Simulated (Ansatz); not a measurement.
Mg₂Cr₃GaS₈ — coordination and ³³S quadrupole coupling

Cell: a computed structure from the Materials Project (it need not be an observed phase).

Space group R-3m:H (No. 166); a = 7.2455, c = 17.7809 Å, γ = 120.00°.

| site | Wyckoff | site symmetry | x | y | z |
| --- | --- | --- | --- | --- | --- |
| Mg | 6c | 3m | 0.0000 | 0.0000 | 0.8755 |
| Cr | 9e | .2/m | 0.1667 | 0.3333 | 0.3333 |
| Ga | 3b | -3m | 0.0000 | 0.0000 | 0.5000 |
| S7 | 6c | 3m | 0.0000 | 0.0000 | 0.7366 |
| S8 | 18h | .m | 0.8492 | 0.6984 | 0.4104 |

One atom of each set is listed; the run and its k-mesh use a cell of 14 atoms with edges of 7.25, 7.25, 7.25 Å.

Computed with Ansatz: DFT, PBE, plane waves and PAW, scalar-relativistic, collinear spin, 420 eV cutoff, Γ-centred 5×5×5 k-points, Fermi–Dirac smearing 0.02 eV. Start moments as typed (μB): 3 on each Cr, none on the rest.

Q(³³S) = -69.40 mb.

(1) Order the S environments from the weakest to the strongest quadrupole coupling.
A. S8: 2 Cr at 2.42 Å, 1 Mg at 2.44 Å, 1 Ga at 2.47 Å
B. S7: 3 Cr at 2.43 Å, 1 Mg at 2.47 Å

Answers

(1) B (0.775 MHz, η = 0.00), A (2.64 MHz, η = 0.79).

An axis of threefold or higher order runs through S7, so V_zz lies along it and η is zero. Like point charges on the first shell alone (each adding as 1/d³) would give the same order.

With a gap of 0.5 eV on this mesh, small gradients can still move by 0.1 × 10²¹ V/m² or more as the k-mesh gets denser. All moments are parallel here, as the start or the cell imposes; many such compounds order antiparallel, where fields and spin densities carried over to other atoms largely cancel. The magnetic order is the one that the run reached from its start moments, not necessarily the measured one.
